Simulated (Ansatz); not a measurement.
Starting cell, LiCl (rock salt):

```
LiCl
1.0
    0.00000     2.55614     2.55614
    2.55614     0.00000     2.55614
    2.55614     2.55614     0.00000
Cl Li
1 1
Direct
  0.00000   0.00000   0.00000
  0.50000   0.50000   0.50000
```

In each cell atom 1 (Cl, nearest neighbour Li at 2.556 Å; its periodic images, 3.6 Å or more away, move with it) moves by s·(0.707, 0.707, 0.000) (along Cartesian [110]), the rest being held.

These are r2SCAN (plane waves to 500 eV, PAW, scalar-relativistic; Ansatz, an electronic-structure program) values and carry that method's errors. k mesh 9×9×9 (Γ-centred), Fermi-Dirac smearing 0.05 eV. F∥ is the force on the atom along that direction. LiCl was relaxed with its symmetry unable to fall. 

```tsv
s (Å)	F∥ (eV/Å)
-0.260	0.240
-0.208	0.182
-0.156	0.131
-0.104	0.085
-0.052	0.041
0.000	0.000
0.052	-0.041
0.104	-0.085
0.156	-0.131
0.208	-0.182
0.260	-0.240
```

### Question
What is the force constant k = d²E/ds² of this move at s = 0?

### Answer
0.79 eV/Å². The forces along the line at the two nearest points give (0.041 − (-0.041)) / (2·0.052) = 0.79 eV/Å²; the next pair corrects for the finite step.

### Question
With two atoms in the cell this is the zone-centre optical mode. What wavenumber follows (transverse: no LO-TO term)?

### Answer
193 cm⁻¹. Reduced mass μ = 5.80 u; ν̃ = 521.5·√(k/μ) with k = 0.79 eV/Å².

(For displaced atoms, the force is minus the slope of the energy, and its curvature is a force constant, which sets phonon frequencies.)
